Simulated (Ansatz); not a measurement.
SnGe₃ in space group I4/mmm (No. 139; Sn on 2a, Ge on 4d, Ge on 2b) at seven volumes, PBE (plane waves, PAW; program Ansatz), shape and atoms relaxed at each. One row is withheld.

| V (Å³/atom) | P (GPa) |
|---|---|
| 19.697 | 6.82 |
| 20.347 | 4.14 |
| 20.996 | 1.90 |
| 21.645 | 0.00 |
| 22.295 | -1.58 |
| 22.944 | ? |
| 23.593 | -4.16 |

Question: Fit the shown pressures and predict the withheld one.

Answer: Third-order Birch–Murnaghan: P = (3/2)B₀(x^(7/2) − x^(5/2))[1 + (3/4)(B′ − 4)(x − 1)] with x = (V₀/V)^(2/3). Least squares on the six rows gives V₀ = 21.647 Å³/atom, B₀ = 58.37 GPa, B′ = 4.47. At V = 22.944, x = 0.9619 and P = -2.98 GPa. The run itself gave -2.97 GPa.

The workflow started from a Materials Project entry (that database holds measured and hypothetical structures alike); the Crystallography Open Database copy checked does not list it. Whether it is the stable phase at ambient conditions was not checked. Symmetry was held in the PBE relaxation; whether a distortion lowers the energy is not shown. Its formation energy is positive at this level, so the cell may be metastable or incomplete. Spin–orbit coupling is left out wherever it is not named.

Potentials: the later of the program's two PAW sets.
